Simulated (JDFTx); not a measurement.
**Report: Be(1 0 -1 0) in implicit electrolytes**

```json
{
  "surface": "Be(1 0 -1 0)",
  "bulk": "Be, P6_3/mmc, lattice of mp-87 (not re-optimised)",
  "slab": "10 atoms in 10 planes, 1x1, 8.3 Å between the outermost planes",
  "in-plane cell": "2.265 × 3.574 Å, 8.09 Å²",
  "cell_height": "24.5 Å",
  "sampling": "10×6×1 k mesh, Fermi smearing 0.01 Ha, no spin polarisation"
}
```

All numbers are PBE, GBRV ultrasoft potentials, plane waves to 20/100 Ha results from a modified build of JDFTx, not measurements. Outer atoms relaxed in vacuum, keeping the start's symmetry. The same nuclei were then put into each liquid, at zero charge and at set potentials or charges. The surface is an ideal bare cut with both faces alike: no reconstruction, overlayer or explicit solvent molecules. The electron chemical potential μ is absolute (zero in the bulk liquid) and is turned into a potential by U = −μ/e − 4.44 V vs SHE, a convention.

In vacuum the work function is 4.57 eV, which would put the uncharged electrode at 0.13 V vs SHE if the liquid did nothing. Each liquid moves the Fermi level of the neutral slab, now counted from the bulk liquid: CANDLE, water, 2 M NaF by 0.31 eV, to a potential of zero charge of -0.19 V; SCCS (g09 parameters), water, 2 M NaF by 0.12 eV, to a potential of zero charge of 0.01 V. The models of water differ by 0.19 V among themselves.

Charging:

| liquid | U − U_pzc (V) | σ (μC/cm²) | σ/(U − U_pzc) (μF/cm²) | Δγ (mJ/m²) |
|---|---|---|---|---|
| CANDLE, water | 0.14 | 2.0 | 15 | -1 |
| CANDLE, water | 0.69 | 11.4 | 17 | -37 |
| SCCS (g09 parameters), water | -0.41 | -4.4 | 11 | -9 |
| SCCS (g09 parameters), water | -0.21 | -2.3 | 11 | -2 |

The mean capacitance runs from 11 to 17 μF/cm². Δγ, the grand free energy per area against the neutral surface, is negative throughout, since charging at a held potential lowers it. The cavity function reaches one half at 2.9 Å (CANDLE, water), 2.5 Å (SCCS (g09 parameters), water) above the top atoms; the models define their cavities differently. CANDLE's negatively charged runs are left out, as they depend on the cell height. No specific adsorption of ions or solvent is in these numbers.
